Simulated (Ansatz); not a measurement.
Ag$_{2}$O in space group Pn-3m (No. 224; Ag on 4c, O on 2a) under volume change, PBE in the plane-wave PAW code Ansatz, scaled uniformly.

| V (Å³/atom) | E − E(relaxed) (meV/atom) | P (GPa) |
|---|---|---|
| 16.901 | 39.9 | 8.45 |
| 17.458 | 16.6 | 5.09 |
| 18.015 | 3.9 | 2.31 |
| 18.573 | 0.0 | -0.01 |
| 19.130 | 3.5 | -1.92 |
| 19.687 | 13.0 | -3.51 |
| 20.244 | 27.5 | -4.82 |

What does a third-order Birch–Murnaghan fit give for V₀, B₀ and B′?

V₀ = 18.57 Å³/atom, B₀ = 70.0 GPa, B′ = 5.2.

The cell was relaxed with PBE under the symmetry of its start. The run is not spin-polarised.

Potentials: the later of the program's two PAW sets.
